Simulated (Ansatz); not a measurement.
Relaxed CoSi2 (fluorite type, space group Fm-3m):

```
CoSi2
1.0
    0.00000     5.36034     5.36034
    2.68017     0.00000     2.68017
    2.68017     2.68017     0.00000
Co Si
2 4
Direct
  0.00000   0.00000   0.00000
  0.50000   0.00000   0.00000
  0.12500   0.25000   0.25000
  0.62500   0.25000   0.25000
  0.37500   0.75000   0.75000
  0.87500   0.75000   0.75000
```

Scan: atom 5 (Si, nearest neighbour Co at 2.321 Å; its periodic images, 3.8 Å or more away, move with it) is displaced along Cartesian x, direction (1.000, 0.000, 0.000) in Cartesian axes, by s. The other atoms stay.

Method: PBE (plane waves to 420 eV, PAW, scalar-relativistic; Ansatz, an electronic-structure program). k mesh 6×12×12 (Γ-centred), Fermi-Dirac smearing 0.05 eV. The energy includes the smearing's −TS. Compression counts positive. With partly filled bands, energies and forces of such displacements shift with the k mesh and the smearing. F∥ is the force on the atom along that direction. F⊥ is the part of the force across the line. CoSi2 is run without spin polarisation. CoSi2 was relaxed with its symmetry unable to fall. The PAW data are Ansatz's earlier set. ΔE is measured from the undisplaced structure.

```json
[
 {"s (Å)": "-0.460", "ΔE (eV/cell)": "1.113", "F∥ (eV/Å)": "5.397", "P (GPa)": "6.9", "|F⊥| (eV/Å)": "0.345"},
 {"s (Å)": "-0.368", "ΔE (eV/cell)": "0.684", "F∥ (eV/Å)": "3.976", "P (GPa)": "4.3", "|F⊥| (eV/Å)": "0.265"},
 {"s (Å)": "-0.276", "ΔE (eV/cell)": "0.374", "F∥ (eV/Å)": "2.803", "P (GPa)": "2.4", "|F⊥| (eV/Å)": "0.191"},
 {"s (Å)": "-0.184", "ΔE (eV/cell)": "0.163", "F∥ (eV/Å)": "1.800", "P (GPa)": "1.1", "|F⊥| (eV/Å)": "0.122"},
 {"s (Å)": "-0.092", "ΔE (eV/cell)": "0.040", "F∥ (eV/Å)": "0.877", "P (GPa)": "0.3", "|F⊥| (eV/Å)": "0.058"},
 {"s (Å)": "0.000", "ΔE (eV/cell)": "0.000", "F∥ (eV/Å)": "0.000", "P (GPa)": "0.0", "|F⊥| (eV/Å)": "0.000"},
 {"s (Å)": "0.092", "ΔE (eV/cell)": "0.040", "F∥ (eV/Å)": "-0.864", "P (GPa)": "0.3", "|F⊥| (eV/Å)": "0.052"},
 {"s (Å)": "0.184", "ΔE (eV/cell)": "0.160", "F∥ (eV/Å)": "-1.755", "P (GPa)": "1.0", "|F⊥| (eV/Å)": "0.100"},
 {"s (Å)": "0.276", "ΔE (eV/cell)": "0.365", "F∥ (eV/Å)": "-2.722", "P (GPa)": "2.4", "|F⊥| (eV/Å)": "0.143"},
 {"s (Å)": "0.368", "ΔE (eV/cell)": "0.665", "F∥ (eV/Å)": "-3.831", "P (GPa)": "4.2", "|F⊥| (eV/Å)": "0.181"},
 {"s (Å)": "0.460", "ΔE (eV/cell)": "1.076", "F∥ (eV/Å)": "-5.159", "P (GPa)": "6.7", "|F⊥| (eV/Å)": "0.215"}
]
```

Read from the data:

```
Quantity                                                                                                                                              Result
--------------------------------------------------------  --------------------------------------------------------------------------------------------------
Energy at s = 0.460 Å                                                                                                                          1076 meV/cell
Force along the line at s = -0.460 Å                                                                                                               5.40 eV/Å
Symmetry of the curve                                                                                    not even: the negative side lies higher at ±0.460 Å
Shape of the curve                                                                            a single well with its minimum at or next to zero displacement
Force constant k = d²E/ds² at s = 0 (finite differences)                                                                                          9.39 eV/Å²
Harmonic estimate at the end of the scan                  ½ks² = 994 meV/cell against the computed 1076 meV/cell, so the well is stiffer than harmonic there
```

(A displaced cell: forces are minus the slopes of the energy, force constants its curvatures, and phonons follow from these.)
